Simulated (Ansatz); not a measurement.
A distorted cell of Lu (hcp, Mg type):

```xyz
2
Lattice="3.5044 0.0000 0.0000 -1.7522 3.0349 0.0000 0.0000 0.0000 5.4515" Properties=species:S:1:pos:R:3 pbc="T T T"
Lu    -0.1923     1.8309     4.0886
Lu     1.7522     1.0116     1.3629
```

Calculation: r2SCAN (plane waves to 500 eV, PAW, scalar-relativistic; Ansatz, a first-principles code). k mesh 12×12×7 (Γ-centred), Fermi-Dirac smearing 0.05 eV. Energies are smeared free energies. Compression counts positive. With partly filled bands, energies and forces of such displacements shift with the k mesh and the smearing. Lu is run without spin polarisation. Lu was relaxed with its symmetry unable to fall. The PAW data are Ansatz's earlier set.

Problem. What forces act on the atoms (eV/Å, Cartesian)?

Solution. 
```json
[
 {"atom": "Lu1", "Fx": "0.338", "Fy": "0.286", "Fz": "0.000"},
 {"atom": "Lu2", "Fx": "-0.338", "Fy": "-0.286", "Fz": "0.000"}
]
```

Problem. Give the stress tensor in GPa and the pressure.

Solution. 
```
    0.5      0.7      0.0
    0.7     -1.1      0.0
    0.0      0.0      0.7
```
The pressure, a third of the trace, is 0.0 GPa.

Problem. In it atom 1 sits (-0.192, -0.192, 0.000) Å away from its relaxed site. What is its energy relative to the relaxed cell?

Solution. 59 meV/cell.

(A displaced cell: forces are minus the slopes of the energy, force constants its curvatures, and phonons follow from these.)
